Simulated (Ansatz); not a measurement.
## SnO: strain energy, fitted

SnO, P4/nmm, a = 3.808 Å, c = 4.936 Å. Ansatz: r2SCAN, PAW, 500 eV, Γ-centred 10×10×8 mesh on 4 atoms, Gaussian smearing 0.01 eV; no spin polarisation. Series: biaxial strain in the a-b plane, c and atoms relaxed; x is the strain in per cent. y is the free energy over the unstrained cell, V0 = 17.893 Å³/atom.

| x (%) | y (meV/atom) |
| --- | --- |
| -6.0 | ? |
| -4.0 | 35.63 |
| -2.0 | 8.56 |
| 0.0 | 0.00 |
| 2.0 | 7.85 |
| 4.0 | 29.84 |
| 6.0 | 63.75 |

**Question.** Fit y = c2 x² + c3 x³ to the other rows, turn c2 into a modulus, and predict the missing energy.

**Answer.** Least squares on the rows shown. y = 2.0452 x² − 0.045646 x³. In eV per unit strain² c2 is 20.45; M is the biaxial modulus (E = M V0 ε²): 20.45 × 160.2 / (17.893) = 183 GPa. At x = -6.0 the fit asked for gives 83.49 meV/atom. The run gave 82.37 meV/atom, so the fit is 1.12 meV/atom too high, 1.4 % of the span of the series, against an rms of 0.03 meV/atom on the fitted rows. The row lies outside the fitted range. With a term in x⁴ added, a fit to the same known rows predicts 83.27 meV/atom, no real gain.